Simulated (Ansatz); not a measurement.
Consider the following.

CaO:
```
CELL_PARAMETERS angstrom
      3.90886     0.00000     0.00000
     -1.95443     3.38517     0.00000
      0.00000     0.00000     4.68353
ATOMIC_POSITIONS crystal
  Ca 0.33333 0.66667 0.75000
  Ca 0.66667 0.33333 0.25000
  O  0.33333 0.66667 0.25000
  O  0.66667 0.33333 0.75000
```

This is the LDA-relaxed structure.

**Question.** All from LDA (plane waves, PAW; program Ansatz), unless another level is named. Predict the zero-point energy.

**Answer.** 57.4 meV/atom.

**Question.** Predict the Hill bulk and shear moduli.

**Answer.** 103 and 36.9 GPa.

Space group P6_3/mmc. The workflow started from a Materials Project entry (that database holds measured and hypothetical structures alike); the Crystallography Open Database copy checked does not list it. It is not the phase usual at ambient conditions (space group No. 225). Symmetry was held in the LDA relaxation; phonons on a q-mesh show no instability.

Potentials: the later of the program's two PAW sets.
